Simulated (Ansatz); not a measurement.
This cell of As (A7 type, space group R-3m) is off equilibrium:

```yaml
crystal:
  lattice:
    - [1.87288, 1.08131, 3.25124]
    - [-1.87288, 1.08131, 3.25124]
    - [0.00000, -2.16262, 3.25124]
  atoms:
    - { symbol: As, position: [0.23276, 0.23276, 0.23276] }
    - { symbol: As, position: [0.78262, 0.78262, 0.78262] }
```

Method: PBEsol-D3(BJ) (plane waves to 420 eV, PAW, scalar-relativistic; Ansatz, a quantum-chemistry and plane-wave program). k mesh 12×12×12 (Γ-centred), Fermi-Dirac smearing 0.05 eV. Energies are smeared free energies. Stress and pressure are positive under compression. With partly filled bands, energies and forces of such displacements shift with the k mesh and the smearing. As was relaxed with its symmetry unable to fall. The PAW data are Ansatz's earlier set.

### Question
Predict the force on every atom, in eV/Å.

### Answer
| atom | Fx | Fy | Fz |
|---|---|---|---|
| As1 | 0.000 | 0.000 | 1.252 |
| As2 | 0.000 | 0.000 | -1.252 |

### Question
Give the stress tensor in GPa and the pressure.

### Answer
```
    3.6      0.0      0.0
    0.0      3.6      0.0
    0.0      0.0      4.4
```
The pressure, a third of the trace, is 3.8 GPa.

### Question
In it atom 2 sits (0.000, 0.000, 0.150) Å away from its relaxed site. What is its energy relative to the relaxed cell?

### Answer
90 meV/cell.

(For displaced atoms, the force is minus the slope of the energy, and its curvature is a force constant, which sets phonon frequencies.)
